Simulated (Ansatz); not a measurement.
Given:

CuPd:
```
CuPd
1.0
    2.96164     0.00000     0.00000
    0.00000     2.96164     0.00000
    0.00000     0.00000     2.96164
Cu Pd
1 1
Direct
  0.00000   0.00000   0.00000
  0.50000   0.50000   0.50000
```

This is the PBEsol-relaxed structure.

Task: All from PBEsol in the plane-wave PAW code Ansatz, unless another level is named. Predict the Poisson's ratio.

Result: 0.37.

Task: Predict the elastic constants (relaxed ions, GPa).

Result: C11 = 205, C12 = 175, C44 = 110.

Task: Give the highest zone-centre frequency.

Result: 224 cm^-1.

Space group Pm-3m (CsCl type). The first step of the workflow began from a Materials Project structure, measured or hypothetical; the Crystallography Open Database files this formula in space group No. 221, but the cells were not matched. Whether it is the stable phase at ambient conditions was not checked. Symmetry was held in the PBEsol relaxation; of distortions, only those at the zone centre were tested. No spin polarisation was allowed. As this level gives no gap, shear constants depend on the k-mesh and smearing (Fermi–Dirac, 0.1 eV here). As this level gives no gap, phonon frequencies hold no LO–TO term and depend on the k-mesh and smearing (Fermi–Dirac, 0.1 eV here).

Potentials: the later of the program's two PAW sets.
